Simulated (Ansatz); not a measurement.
### Question
Each is relaxed and computed with plane-wave PAW PBE+D3(BJ) (Ansatz code). Which alone has an imaginary phonon mode on a q-mesh?
A) MoS2, P6_3/mmc (Mo on 2d, S on 4f)
B) BP, P6_3/mmc (B on 2c, P on 2d)
C) WSe2, P6_3/mmc (W on 2d, Se on 4f)
D) WS2, P6_3/mmc (W on 2c, S on 4f)

### Answer
B, BP, P6_3/mmc (B on 2c, P on 2d). BP: gap 0.55 eV (indirect), lowest mode -32 cm⁻¹; WSe2: gap 0.87 eV (indirect), lowest mode 0 cm⁻¹; WS2: gap 0.88 eV (indirect), lowest mode 0 cm⁻¹; MoS2: gap 0.77 eV (indirect), lowest mode 0 cm⁻¹. Constructed cells (a structure type filled with these elements, in neither database checked): BP, P6_3/mmc (B on 2c, P on 2d). Not the usual ambient phase: BP, P6_3/mmc (B on 2c, P on 2d). All cells were relaxed under the symmetry of their starts (and spin orders); stability against distortions was not tested throughout. Rows with no word on spin ran without spin polarisation. Spin–orbit coupling is left out wherever it is not named.

Potentials: the later of the program's two PAW sets.
